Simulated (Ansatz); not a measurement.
## Trial structures of Ga₂BAs₃: starts and ends

All numbers below come from Ansatz, DFT PBE, scalar-relativistic, plane waves, PAW. All cells share a 420 eV cutoff and Γ-centred k meshes spaced at most about 0.3 Å⁻¹ (about 0.25 or finer for metals, 2π included). No spin polarisation in the final relaxations.

Each guess was relaxed in cell and atoms at zero pressure, within the symmetry of its start. These are static total energies at zero pressure. Coordination counts As or B atoms around Ga (for each partner element, those within 1.25 times its shortest distance or 1.15 times the sum of covalent radii, where it is the nearest in units of that sum or under 1.3; a plus sign parts groups by distance over the sum of covalent radii; the shortest distance is added where it exceeds 1.18 times the sum of covalent radii).

```csv
guess,made from,start group,V start (Å³/atom),end group,V end (Å³/atom),coordination at the end,gap on mesh (eV),E over the lowest end (meV/atom)
1,random cell,P6/mmm,19.5,P6/mmm,26.8,Ga 1,0,366
2,random cell,P6/mmm,21.7,?,?,?,?,?
3,Pr3MgAl2 type,P4/mmm,23.4,P4/mmm,18.7,Ga 4+4 from 3.0 Å,0,48
4,random cell,P6/mmm,19.7,P6/mmm,28.8,Ga 3,0,615
5,Sc2Co3Si type,P6_3/mmc,19.5,P6_3/mmc,18.6,Ga 3+6,0,0
6,CeZn2Ni3 type,P6/mmm,19.1,P6/mmm,20.6,Ga 6 from 3.0 Å,0,460
7,random cell,P6/mmm,21.0,P6/mmm,17.2,Ga 2,0,101
```

Guess 2 as it starts:

```
Ga B As
1.0
     5.53649    0.00000    0.00000
    -2.76825    4.79474    0.00000
     0.00000    0.00000    4.89903
Ga B As
2 1 3
Direct
  0.33333 0.66667 0.00000
  0.66667 0.33333 0.00000
  0.00000 0.00000 0.00000
  0.50000 0.00000 0.00000
  0.00000 0.50000 0.00000
  0.50000 0.50000 0.00000
```

Task: Fill in the missing row: what does this guess relax into, and where does it rank?

Result: It ends in space group P6/mmm (No. 191), with a = 8.969 Å, c = 2.520 Å, 29.3 Å³/atom and no gap. It lies 0.59 eV/atom over the lowest end, above guess 6 and below guess 4. Counting As or B atoms around Ga, this end has Ga 3 and the lowest (guess 5) has Ga 3+6. This end holds As–As chains (shortest 2.52 Å); in the lowest (guess 5) the shortest As–As distance is 2.81 Å, near bonding range too.

```cif
data_structure
_symmetry_space_group_name_H-M 'P 1'
_symmetry_Int_Tables_number 1
_cell_length_a 8.9690
_cell_length_b 8.9690
_cell_length_c 2.5197
_cell_angle_alpha 90.000
_cell_angle_beta 90.000
_cell_angle_gamma 120.000
_cell_volume 175.54
loop_
_atom_site_label
_atom_site_type_symbol
_atom_site_fract_x
_atom_site_fract_y
_atom_site_fract_z
_atom_site_occupancy
Ga1 Ga 0.33333 0.66667 0.00000 1
Ga2 Ga 0.66667 0.33333 0.00000 1
B1 B 0.00000 0.00000 0.00000 1
As1 As 0.50000 0.00000 0.00000 1
As2 As 0.00000 0.50000 0.00000 1
As3 As 0.50000 0.50000 0.00000 1
```

The zero of energy is the elements' standard structures at the same level; no fitted shifts are applied.

Task: Is the lowest end bound against the elements?

Result: No: its formation energy is +0.48 eV/atom. The separate elements lie lower, so it is unstable against them.

Weakly bound directions are ill-defined at this level, which has no dispersion term (P4/mmm, P6/mmm at 26.8 Å³/atom), and this can change margins and order among such cells. The reference form of As is held partly by dispersion forces, which this level lacks. Cells relaxed within their symmetry can be saddle points. A lower structure may well exist outside this small set. Some candidate types were left out of the draw beforehand, so a known form may be missing.
